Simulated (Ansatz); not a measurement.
Simulated powder pattern, neutron, λ = 1.5401 Å (kinematic, ideal powder, no thermal factors, coherent scattering alone; the 30 strongest lines at most, above 1 %, up to 2θ = 90°):

| 2θ (°) | d (Å) | I/Imax (%) |
|---|---|---|
| 37.95 | 2.368 | 100 |
| 44.11 | 2.051 | 57 |
| 64.15 | 1.450 | 63 |
| 77.02 | 1.237 | 99 |
| 81.13 | 1.184 | 31 |

The pattern belongs to a structure relaxed with PBE+D3(BJ) in the plane-wave PAW code Ansatz.

**Question.** Pick the material that matches.
(A) I, molecular I2 type
(B) P, black phosphorus
(C) Au, fcc (Cu type)
(D) Ga, α-Ga

**Answer.** C, Au, fcc (Cu type)

**Question.** Give the lattice parameters.

**Answer.** a = 4.102 Å.

Space group Fm-3m (fcc (Cu type)). Symmetry was held in the PBE+D3(BJ) relaxation. The pairwise dispersion correction was not fitted to metals. Scalar-relativistic: spin–orbit coupling is off unless named, which matters more the heavier the elements.

Potentials: the earlier of the program's two PAW sets.
